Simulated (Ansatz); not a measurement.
CdF2:
```yaml
crystal:
  lattice:
    - [0.00000, 2.70915, 2.70915]
    - [2.70915, 0.00000, 2.70915]
    - [2.70915, 2.70915, 0.00000]
  atoms:
    - { symbol: Cd, position: [0.00000, 0.00000, 0.00000] }
    - { symbol: F, position: [0.25000, 0.25000, 0.25000] }
    - { symbol: F, position: [0.75000, 0.75000, 0.75000] }
```

Relaxed with HSE06.

Task: Give the Bader charges and basin volumes of the independent atoms, DFT-HSE06 in the program Ansatz with PAW potentials.

Result: 

```tsv
atom	Bader charge (e)	Bader volume (Å³)
Cd1	+1.56	13.7
F2	-0.78	13.0
```

Space group Fm-3m (fluorite). The cell was relaxed with HSE06 under the symmetry of its start.

Potentials: the earlier of the program's two PAW sets. The files were generated under PBE; for other functionals the program regenerates the frozen cores, and for LDA and PBEsol the local potential too.
